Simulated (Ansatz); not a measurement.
AlSi₃C₃N:
Space group P3m1 (No. 156); a = b = 3.1073 Å, c = 10.0552 Å, α = β = 90.00°, γ = 120.00°

```tsv
atom	site	symmetry	x	y	z
Al	1b	3m.	0.3333	0.6667	0.9847
N	1b	3m.	0.3333	0.6667	0.1979
Si	1c	3m.	0.6667	0.3333	0.2529
C	1c	3m.	0.6667	0.3333	0.4354
Si	1b	3m.	0.3333	0.6667	0.5040
C	1b	3m.	0.3333	0.6667	0.6871
Si	1c	3m.	0.6667	0.3333	0.7562
C	1c	3m.	0.6667	0.3333	0.9363
```

Relaxed at zero pressure with r²SCAN in the plane-wave PAW code Ansatz.

Problem. The volume is lowered by 9 % and shape and atoms relax at that volume. What pressure results, and how do the axes share the change?

Solution. 22.1 GPa; a -2.5 %, b -2.5 %, c -4.3 %; the energy rises by 60 meV/atom.

Problem. Give the new structure.

Solution. 
Space group P3m1 (No. 156); a = b = 3.0297 Å, c = 9.6247 Å, α = β = 90.00°, γ = 120.00°

```json
[
 {"atom": "Al", "site": "1b", "symmetry": "3m.", "x": "0.3333", "y": "0.6667", "z": "0.9879"},
 {"atom": "N", "site": "1b", "symmetry": "3m.", "x": "0.3333", "y": "0.6667", "z": "0.1954"},
 {"atom": "Si", "site": "1c", "symmetry": "3m.", "x": "0.6667", "y": "0.3333", "z": "0.2463"},
 {"atom": "C", "site": "1c", "symmetry": "3m.", "x": "0.6667", "y": "0.3333", "z": "0.4331"},
 {"atom": "Si", "site": "1b", "symmetry": "3m.", "x": "0.3333", "y": "0.6667", "z": "0.5022"},
 {"atom": "C", "site": "1b", "symmetry": "3m.", "x": "0.3333", "y": "0.6667", "z": "0.6891"},
 {"atom": "Si", "site": "1c", "symmetry": "3m.", "x": "0.6667", "y": "0.3333", "z": "0.7583"},
 {"atom": "C", "site": "1c", "symmetry": "3m.", "x": "0.6667", "y": "0.3333", "z": "0.9423"}
]
```

The phase is kept; no other phase was compared at this pressure.

The start of the workflow was typed in or built on a structure type; neither database checked (COD, Materials Project) lists it. Its standing as an ambient phase is unchecked. The r²SCAN relaxation kept the symmetry of its start; whether a distortion lowers the energy is not shown.

Potentials: the earlier of the program's two PAW sets.
